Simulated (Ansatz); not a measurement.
## Is this Zn₃Se₂S structure a true minimum?

The cell was found from a structure generator's guess, not taken from experiment.

The calculation used DFT PBE, scalar-relativistic, plane waves, PAW in Ansatz. Settings: cutoff 420 eV, Γ-centred mesh 10×10×10 on the computed 6-atom cell, Gaussian smearing of 0.02 eV; no spin polarisation.

The cell below (6 atoms, space group I-4m2 (No. 119)) is relaxed within its symmetry.

```xyz
6
Lattice="-1.9928 1.9928 8.4519 1.9928 -1.9928 8.4519 1.9928 1.9928 -8.4519" Properties=species:S:1:pos:R:3 pbc="T T T"
Zn    0.0000    0.0000   13.9879
Zn    0.0000    0.0000    8.4519
Zn    0.0000    0.0000    2.9159
Se    0.0000    1.9928    1.4573
Se    0.0000    1.9928    6.9946
S     1.9928    0.0000    4.2259
```

For the test a repeat of it with 12 atoms (edges 3.99, 7.97, 8.91 Å) was strained at random (σ = 1.5 % a component), the atoms were moved at random (σ = 0.05 Å), and all was relaxed again on a coarse 4×2×4 mesh (in the run’s order of axes) with 0.10 eV smearing, with no symmetry imposed.

Problem. What happens?

Solution. It returns, within 1 meV/atom of the unmoved cell on that mesh and with the same symmetry when read at 0.1 Å. No instability shows in this cell; modes of other wave vectors, which need another repeat, aren't tested.
